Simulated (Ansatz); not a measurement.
An elastic tensor (GPa, Voigt order, standard axes) from plane-wave PAW r²SCAN (Ansatz code):

```
63.0  45.9  45.9   0.0   0.0   0.0
45.9  63.0  45.9   0.0   0.0   0.0
45.9  45.9  63.0   0.0   0.0   0.0
 0.0   0.0   0.0  22.5   0.0   0.0
 0.0   0.0   0.0   0.0  22.5   0.0
 0.0   0.0   0.0   0.0   0.0  22.5
```

Q: Which compound is it?
A. Si, diamond
B. MgO, rock salt
C. CdSe, zinc blende
D. Na, bcc (W type)

A: C, CdSe, zinc blende

Space group F-43m (zinc blende). The cell was relaxed with r²SCAN under the symmetry of its start; phonons on a q-mesh show no instability.

Potentials: the later of the program's two PAW sets.
